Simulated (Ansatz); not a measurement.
Sc$_{2}$Si$_{2}$O$_{7}$ in space group C2/m (No. 12; Pearson symbol mS22), DFT-r²SCAN in the program Ansatz with PAW potentials, all energies at zero smearing, with the estimated change up to a 700 eV cutoff added, with one set of potentials and settings (totals compare only within such a set). Cell of 11 atoms (2 Sc, 2 Si, 7 O): -9559.120 eV.

| element | reference phase | E (eV/atom) |
|---|---|---|
| Sc | P6_3/mmc, 2 atoms in the cell | -2140.5738 |
| Si | Fd-3m, 2 atoms in the cell | -639.0667 |
| O | C2/m, 4 atoms in the cell, spin-polarised | -566.0281 |

Formation energy per atom, worked out: (-9559.120 − 2×(-2140.5738) − 2×(-639.0667) − 7×(-566.0281))/11 = -3.422 eV/atom (-330 kJ per mol of atoms), at 0 K, without zero-point energy or fitted corrections.

The workflow started from a Materials Project entry (that database holds measured and hypothetical structures alike); the Crystallography Open Database files this formula in space group No. 12, but the cells were not matched. Whether it is the stable phase at ambient conditions was not checked. The cell was relaxed with r²SCAN under the symmetry of its start; its stability against distortions is not shown here. The run is not spin-polarised. The references are the lowest solids computed at this level, not always the standard phases (solids in place of the gases).

Potentials: the later of the program's two PAW sets.
